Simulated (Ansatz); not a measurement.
Given:

B:
```cif
data_B
_chemical_formula_sum 'B1'
_space_group_name_H-M_alt 'P 1'
_space_group_IT_number 1
_cell_length_a 2.01896
_cell_length_b 2.01896
_cell_length_c 2.01896
_cell_angle_alpha 60.000
_cell_angle_beta 60.000
_cell_angle_gamma 60.000
loop_
_space_group_symop_operation_xyz
  'x, y, z'
loop_
_atom_site_label
_atom_site_type_symbol
_atom_site_fract_x
_atom_site_fract_y
_atom_site_fract_z
_atom_site_occupancy
B1 B 0.00000 0.00000 0.00000 1
```

This is the r²SCAN-relaxed structure.

All from DFT-r²SCAN in the program Ansatz with PAW potentials, unless another level is named. Estimate the bulk modulus (Birch–Murnaghan fit).

279 GPa.

What about the elastic constants (relaxed ions, GPa)?

C11 = 341, C12 = 251, C44 = -87.0.

Space group Fm-3m (fcc (Cu type)). A made-up cell: these elements were put on the sites of a structure type; neither database checked (COD, Materials Project) lists it. It is not the phase usual at ambient conditions (space group No. 166). The r²SCAN relaxation kept the symmetry of its start. At this level the phase is mechanically unstable. As this level gives no gap, shear constants depend on the k-mesh and smearing (Fermi–Dirac, 0.1 eV here).

Potentials: the earlier of the program's two PAW sets.
